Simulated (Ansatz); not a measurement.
# ZrHg: strain energy, fitted

ZrHg, P4/mmm, a = 3.103 Å, c = 4.253 Å. The structure is a COD entry; whether it is the stable form wasn't checked. Ansatz: PBEsol, PAW, 420 eV, Γ-centred 14×14×10 mesh on 2 atoms, Gaussian smearing 0.10 eV; no spin polarisation. Series: uniaxial strain along c, with a, b and atoms relaxed; x is the strain in per cent. y is the free energy over the unstrained cell, V0 = 20.472 Å³/atom.

```
x (%) y (meV/atom)
 -4.5             ?
 -3.0          4.51
 -1.5          1.30
  0.0          0.00
  1.5          1.38
  3.0          5.57
  4.5         12.55
```

Problem. Fit y = c2 x² + c3 x³ to the other rows, turn c2 into a modulus, and predict the missing energy.

Solution. Least squares on the rows shown. y = 0.5541 x² + 0.01533 x³. In eV per unit strain² c2 is 5.541; this is Young's modulus along the axis (E = ½ Y V0 ε²): 2 × 5.541 × 160.2 / (20.472) = 87 GPa. With a term in x⁴ added, the coefficient of x² becomes 0.5864, 6 % more, which shows how far this figure hangs on the form. At x = -4.5 the fit asked for gives 9.82 meV/atom. The run gave 8.92 meV/atom, so the fit is 0.90 meV/atom too high, 7.2 % of the span of the series, against an rms of 0.10 meV/atom on the fitted rows. The row lies outside the fitted range. With a term in x⁴ added, a fit to the same known rows predicts 8.94 meV/atom, so most of the miss is curvature that the known rows already hold.

Spin–orbit coupling is left out, which can shift energies with elements as heavy as these.